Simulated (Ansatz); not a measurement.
**TiAu (CsCl type), frozen-phonon scan**

TiAu (CsCl type)

```yaml
crystal:
  lattice:
    - [6.37661, 0.00000, 0.00000]
    - [3.18830, 3.18830, 0.00000]
    - [0.00000, 0.00000, 3.18830]
  atoms:
    - { symbol: Ti, position: [0.00000, 0.50000, 0.50000] }
    - { symbol: Ti, position: [0.50000, 0.50000, 0.50000] }
    - { symbol: Au, position: [0.00000, 0.00000, 0.00000] }
    - { symbol: Au, position: [0.50000, 0.00000, 0.00000] }
```

The atoms are displaced by Q × the pattern below (from a DFPT mode at M = (0.5, 0.5, 0.0), largest move 1; Q in Å), at fixed cell. (q is in reciprocal vectors of the primitive cell; the cell shown is doubled to hold the pattern.)

| atom | x | y | z |
|---|---|---|---|
| Au3 | 0.000 | 0.000 | -1.000 |
| Au4 | 0.000 | 0.000 | 1.000 |

Atoms not listed stay in place.

Computed with LDA (plane waves to 420 eV, PAW, scalar-relativistic; Ansatz, a program for electronic structure). k mesh 15×15×15 (Γ-centred), Fermi-Dirac smearing 0.05 eV. E stands for the smeared free energy. Compression counts positive. With partly filled bands, energies and forces of such displacements shift with the k mesh and the smearing. Spin-orbit coupling is left out, though Au is heavy. TiAu is run without spin polarisation. TiAu was relaxed with its symmetry unable to fall. The zero of ΔE is the undisplaced structure.

```
Q (Å)   ΔE (eV/cell)  −dE/dQ from forces (eV/Å)  P (GPa)
------  ------------  -------------------------  -------
-0.280         0.106                      1.118      3.0
-0.233         0.061                      0.796      2.0
-0.187         0.031                      0.504      1.2
-0.140         0.013                      0.274      0.7
-0.093         0.004                      0.121      0.3
-0.047         0.001                      0.038      0.1
0.000          0.000                      0.000      0.0
0.047          0.001                     -0.038      0.1
0.093          0.004                     -0.121      0.3
0.140          0.013                     -0.274      0.7
0.187          0.031                     -0.504      1.2
0.233          0.061                     -0.796      2.0
0.280          0.106                     -1.118      3.0
```

What the scan shows:

```
Quantity                                                                                   Result
---------------------------------  --------------------------------------------------------------
Energy at Q = 0.280 Å                                                                106 meV/cell
Space group of the distorted cell                            P4/nmm (No. 129), lowered from Pm-3m
Symmetry of the curve                                               even: the same for both signs
Shape of the curve                 a single well with its minimum at or next to zero displacement
```

(A displaced cell: forces are minus the slopes of the energy, force constants its curvatures, and phonons follow from these.)
